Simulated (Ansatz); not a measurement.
Ga(MoS$_{2}$)$_{4}$ (space group F-43m)

```
Ga(MoS2)4
1.0
    0.00000     4.83254     4.83254
    4.83254     0.00000     4.83254
    4.83254     4.83254     0.00000
Ga Mo S
1 4 8
Direct
  0.50000   0.50000   0.50000
  0.30807   0.89731   0.89731
  0.89731   0.89731   0.89731
  0.89731   0.89731   0.30807
  0.89731   0.30807   0.89731
  0.63632   0.09104   0.63632
  0.09104   0.63632   0.63632
  0.63632   0.63632   0.63632
  0.63632   0.63632   0.09104
  0.13474   0.59577   0.13474
  0.59577   0.13474   0.13474
  0.13474   0.13474   0.13474
  0.13474   0.13474   0.59577
```

The slice is a {110} plane (indices of the conventional cell) through the point (0.636, 0.636, 0.091) (fractional), spanned by u = [100] and v = [1 -1 -1] in vectors of this cell: u (6.83 Å) and v (9.67 Å, at 90° to u). It covers one period; positions are fractions (u, v).

All values below come from PBEsol (plane waves to 420 eV, PAW, scalar-relativistic; Ansatz, an electronic-structure program). k mesh 7×7×7. Inside the PAW spheres the values are not all-electron values, and peaks at nuclei hang on which shells count as valence. Ga(MoS2)4 is run without spin polarisation. Ga(MoS2)4 was relaxed with its symmetry unable to fall.

### Question
Sketch the electron localisation function (ELF) on this plane as a map.

### Answer
```
|xxxx9988331133778866xx6688773311338899xx|
|8888887722112255778888887755221122778888|
|7777663311112233555555555533221111336677|
|4433110000111122222222222222111100001133|
|0000000000111111447777774411111100000000|
|000000000011112277xxxxxx7722111100000000|
|000000001122112277xxxxxx7722112211000000|
|00000000112222226688xx886622222211000000|
|0000000000111111224455442211111100000000|
|4433110000000011111122111111000000001133|
|8888662200000022558888885522000000226688|
|9999996611001155889999998855110011669999|
|xxxx9988330022778888xx8888772200338899xx|
|xxxx88884411337788xxxxxx88773311448888xx|
|xxxx8877331133778877xx7788773311337788xx|
|8888886622001166889999998866110022668888|
|7777553311000022667788776622000011335577|
|3322221111000000223344332200000011112222|
|7766221111000000001111110000000011112266|
|8877441111110000000000000000001111114477|
|xx77441111111100000000000000111111114477|
|8877331111110000000000000000001111113377|
|4422111111110000000000000000001111111122|
|2222111100000000112233221100000000111122|
|9988552200000022557788775522000000225588|
|9999885511002266889988998866220011558899|
|xxxx9988331133889988xx8899883311338899xx|
|xxxx99884411448899xxxxxx99884411448899xx|
```
Scale: ten equal steps from 0.01 (start of '0') to 0.91 (end of '9'), in the order '0123456789'. Values: electron localisation function (ELF). The map has 20 points along u (two characters each, u = 0 at the left) and 28 along v (v = 0 in the bottom row). Points within 0.5 Å of a nucleus are blanked (x), as the pseudised field means little there.
